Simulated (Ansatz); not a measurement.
Cd$_{2}$SeS in space group P3m1 (No. 156; Cd on 1a, Cd on 1b, Se on 1b, S on 1a), DFT-r²SCAN in the program Ansatz with PAW potentials. The conduction-band minimum lies at Γ, with 1 equivalent valley. Second derivatives d²E/dk² of the lowest band at one valley (eV·Å²), along Cartesian directions:

| direction | d²E/dk² |
|---|---|
| [100] | 59.32 |
| [010] | 59.32 |
| [001] | 62.77 |
| [110] | 59.32 |
| [101] | 61.07 |
| [011] | 61.06 |

Question: Find the principal effective masses, the density-of-states mass and the conductivity mass.

Answer: Off-diagonal terms follow from H_xy = H[110] − (H_xx + H_yy)/2, and m*/mₑ = 7.620 eV·Å² over each eigenvalue: 0.12, 0.13, 0.13. One valley's DOS mass (m₁m₂m₃)^(1/3) = 0.13, conductivity mass 3/(Σ 1/mᵢ) = 0.13 mₑ.

Question: What effective density of states Nc follows at 300 K for parabolic valleys?

Answer: Nc = 2.509e19 × 1 × (0.13)^(3/2) ≈ 1.2e18 cm⁻³.

The first step of the workflow began from a Materials Project structure, measured or hypothetical; the Crystallography Open Database copy checked does not list it. Whether it is the stable phase at ambient conditions was not checked. The r²SCAN relaxation kept the symmetry of its start; its stability against distortions is not shown here. Spin–orbit coupling is left out wherever it is not named.

Potentials: the later of the program's two PAW sets.

Edges and masses are those of Kohn–Sham bands, whose gap is no quasiparticle gap.
